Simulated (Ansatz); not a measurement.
Ga₂O₃ (beta-Ga2O3 type, space group C2/m)

```
CELL_PARAMETERS angstrom
      6.22762    -1.54173     0.00000
      6.22762     1.54173     0.00000
     -1.39233     0.00000     5.71032
ATOMIC_POSITIONS crystal
  Ga 0.08991 0.08991 0.79470
  Ga 0.91009 0.91009 0.20530
  Ga 0.65850 0.65850 0.31416
  Ga 0.34150 0.34150 0.68584
  O  0.16349 0.16349 0.10919
  O  0.83651 0.83651 0.89081
  O  0.17371 0.17371 0.56436
  O  0.82629 0.82629 0.43564
  O  0.49603 0.49603 0.25671
  O  0.50397 0.50397 0.74329
```

This relaxed cell (volume V₀) is scaled evenly in all directions, its shape held. The atoms relax within the cell's symmetry.

Method: PBE (plane waves to 420 eV, PAW, scalar-relativistic; Ansatz, a quantum-chemistry and plane-wave program). k mesh 11×11×6 (Γ-centred), Fermi-Dirac smearing 0.05 eV. E stands for the smeared free energy. Stress and pressure are positive under compression. Ga2O3 was relaxed with its symmetry unable to fall. ΔE is measured from the relaxed starting cell.

```csv
V (Å³/cell),P (GPa),ΔE (kJ/mol of atoms)
103.07,11.0,2.07
104.72,7.9,1.13
106.36,5.1,0.49
108.01,2.4,(withheld)
109.65,0.0,0.00
111.30,-2.3,(withheld)
112.94,-4.4,(withheld)
114.59,-6.3,0.98
116.23,-8.1,(withheld)
```

Task: Fill in the missing entries.

Result: 
- 108.01, ΔE (kJ/mol of atoms): 0.12
- 111.30, ΔE (kJ/mol of atoms): 0.11
- 112.94, ΔE (kJ/mol of atoms): 0.44
- 116.23, ΔE (kJ/mol of atoms): 1.69

(Under strain, the slope of the energy per volume gives the stress and its curvature an elastic modulus.)
